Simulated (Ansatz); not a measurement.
# Magnetic orders of NbP

Computed with DFT r2SCAN, scalar-relativistic, plane waves, PAW (Ansatz).

```
CELL_PARAMETERS angstrom
0.00000 2.76384 2.76384
2.76384 0.00000 2.76384
2.76384 2.76384 0.00000
ATOMIC_POSITIONS crystal
Nb 0.00000 0.00000 0.00000
P 0.25000 0.25000 0.25000
```

- plane-wave cutoff: 500 eV
- Γ-centred k-mesh: 14×14×14
- occupation rule: Gaussian smearing, 0.1 eV
- list of starting moments (μB, in atom order): 2.5 0
- check for lower electronic states after the SCF: off

All runs keep this geometry, which isn't relaxed for the lowest state (largest force there 0.000 eV/Å, pressure 2.8 GPa) and needn't be a stable compound; relaxing each order can shift differences of a few meV. Site moments are spin moments in atom-centred spheres that scale with the neighbour distance. The states are those that the runs reached from these starts; a lower one can exist. No antiferromagnetic start is among these.

```tsv
start	ends	energy above lowest (meV/atom)	site moments (μB)	gap on mesh (eV)	P (GPa)
no spin	non-magnetic	0.00	none over 0.05	metal	2.8
large parallel starting moments	non-magnetic	0.00	none over 0.05	metal	2.8
```

Cost: 2 runs of about 3.3 core-minutes in all, on Intel Xeon Processor @ 2.50GHz (Skylake/Cascade Lake) (shared hosts).